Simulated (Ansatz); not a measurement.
## Pt: symmetry broken, then relaxed

Level of theory: Ansatz 0.2.0, DFT r2SCAN, scalar-relativistic, plane waves, PAW. Settings: plane waves to 500 eV, k-mesh 16×16×16 (Γ-centred), Gaussian smearing 0.15 eV. Spin–orbit coupling is left out, which can shift energies with elements as heavy as these. No spin polarisation. Energies are free energies at this smearing, counted from the undisturbed cell; pressure is positive in compression.

The starting cell (relaxed at this level; this bcc form isn't the usual structure):

```xyz
1
Lattice="-1.5695 1.5695 1.5695 1.5695 -1.5695 1.5695 1.5695 1.5695 -1.5695" Properties=species:S:1:pos:R:3 pbc="T T T"
Pt    0.0000    0.0000    0.0000
```

The cell is strained by (0.0400, -0.0863, 0.0463, 0.0323, -0.0769, 0.0372) (xx, yy, zz, yz, xz, xy; engineering shear). Cell and atoms are then relaxed.

Task: Does the relaxation return to the undisturbed structure?

Result: No. It ends 100.1 meV/atom below it. The disturbance itself cost 15.2 meV/atom. The final space group reads I4/mmm (tolerance 0.05 Å) and the volume changes by 0.16 %.

Final structure:

```xyz
1
Lattice="-1.6850 1.3563 1.6945 1.6851 -1.3627 1.6893 1.6908 1.3555 -1.6895" Properties=species:S:1:pos:R:3 pbc="T T T"
Pt    0.0000    0.0000    0.0000
```

The relaxation, step by step (energy from the first step; small jumps at an unchanged geometry come where the plane waves are selected anew for the new cell):

```csv
step,ΔE (meV/atom),largest force component (eV/Å),pressure (GPa)
1,0.0,0.000,4.57
2,-88.0,0.000,-2.03
3,-113.8,0.000,2.33
4,-115.0,0.000,-0.62
5,-115.2,0.000,0.00
6,-115.3,0.000,0.00
```